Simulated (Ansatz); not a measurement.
Ti₃Hg:
Space group Pm-3n (No. 223); a = b = c = 5.1683 Å, α = β = γ = 90.00°

| atom | site | symmetry | x | y | z |
|---|---|---|---|---|---|
| Ti | 6c | -4m.2 | 0.0000 | 0.5000 | 0.2500 |
| Hg | 2a | m-3. | 0.0000 | 0.0000 | 0.0000 |

Relaxed with r²SCAN.

Task: Which orbitals make up the states near the Fermi level in the program Ansatz at the r²SCAN level (PAW)?

Result: Within 0.5 eV of the Fermi level: Ti 3d 87 %, outside the projected shells 7 %. Projections are on Löwdin-orthogonalised atomic valence shells; empty p or d shells of many metals are not among them.

Task: Tabulate the density of states.

Result: States/eV per cell of 8 atoms, in 0.25 eV bins, energy from the Fermi level.

```tsv
E (eV)	total	Ti 3d	Ti 4s	Hg 5d
-7.85	15.33	0.27	0.33	14.45
-7.60	0.92	0.04	0.38	0.16
-7.35	1.08	0.06	0.45	0.09
-7.10	1.35	0.10	0.51	0.08
-6.85	1.76	0.18	0.57	0.08
-6.60	2.74	0.38	0.67	0.10
-6.35	5.01	0.92	0.74	0.11
-6.10	1.56	0.39	0.12	0.01
-5.85	0.16	0.05	0.00	0.00
-5.60	0.00	0.00	0.00	0.00
-5.35	0.00	0.00	0.00	0.00
-5.10	0.00	0.00	0.00	0.00
-4.85	0.00	0.00	0.00	0.00
-4.60	0.00	0.00	0.00	0.00
-4.35	0.00	0.00	0.00	0.00
-4.10	0.45	0.08	0.33	0.00
-3.85	1.50	0.32	1.02	0.02
-3.60	2.97	0.76	1.81	0.05
-3.35	4.58	1.41	2.47	0.09
-3.10	3.03	1.18	1.35	0.06
-2.85	1.65	0.74	0.62	0.03
-2.60	1.57	0.68	0.64	0.03
-2.35	2.21	0.93	0.97	0.06
-2.10	4.12	2.08	1.47	0.10
-1.85	5.68	3.42	1.47	0.13
-1.60	4.62	3.09	0.88	0.10
-1.35	9.44	7.68	0.70	0.11
-1.10	12.17	9.85	0.73	0.14
-0.85	11.84	9.64	0.34	0.10
-0.60	12.70	11.30	0.31	0.10
-0.35	10.57	9.33	0.40	0.09
-0.10	8.26	7.02	0.38	0.13
0.15	3.12	2.78	0.09	0.06
0.40	9.89	8.58	0.36	0.16
0.65	17.72	15.93	0.33	0.28
0.90	9.73	8.74	0.21	0.17
1.15	5.13	4.69	0.13	0.11
1.40	3.18	2.99	0.05	0.07
1.65	6.21	5.88	0.07	0.12
1.90	8.86	8.39	0.11	0.13
2.15	9.27	8.83	0.15	0.09
2.40	11.50	10.93	0.22	0.08
```

The workflow started from an entry of the Crystallography Open Database (COD), which files this formula under 2 space groups. Whether it is the stable phase at ambient conditions was not checked. The cell was relaxed with r²SCAN under the symmetry of its start; its stability against distortions is not shown here. No spin polarisation was allowed. Spin–orbit coupling is left out wherever it is not named.

Potentials: the later of the program's two PAW sets.
